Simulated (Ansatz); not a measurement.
The relaxed structure here is a generated cell of TaC: the first start was made by a random draw of sites in a space group, and the end was not matched to a known phase here, so it may be hypothetical. Known forms of TaC include space group No. 225.

One stationary structure of TaC. Space group P-62m (No. 189). Method: PBEsol (plane waves to 420 eV, PAW, scalar-relativistic; Ansatz, a quantum-chemistry and plane-wave program).

Space group P-62m (No. 189); a = 6.0284 Å, b = 6.0284 Å, c = 5.3224 Å, α = 90.00°, β = 90.00°, γ = 120.00°

| atom | site | symmetry | x | y | z |
|---|---|---|---|---|---|
| C | 2e | 3.m | 0.0000 | 0.0000 | 0.3670 |
| C | 2d | -6.. | 0.3333 | 0.6667 | 0.5000 |
| Ta | 3g | m2m | 0.6662 | 0.6662 | 0.5000 |
| Ta | 1a | -62m | 0.0000 | 0.0000 | 0.0000 |

Q: Estimate the band gap that PBEsol returns for this input.

A: No gap on the sampled points, where the bands overlap only slightly; such a result is sensitive to mesh and level.

No spin polarisation in the result.

The run could not lose the symmetry of its start: the end is stationary, and may be a saddle point rather than a minimum.
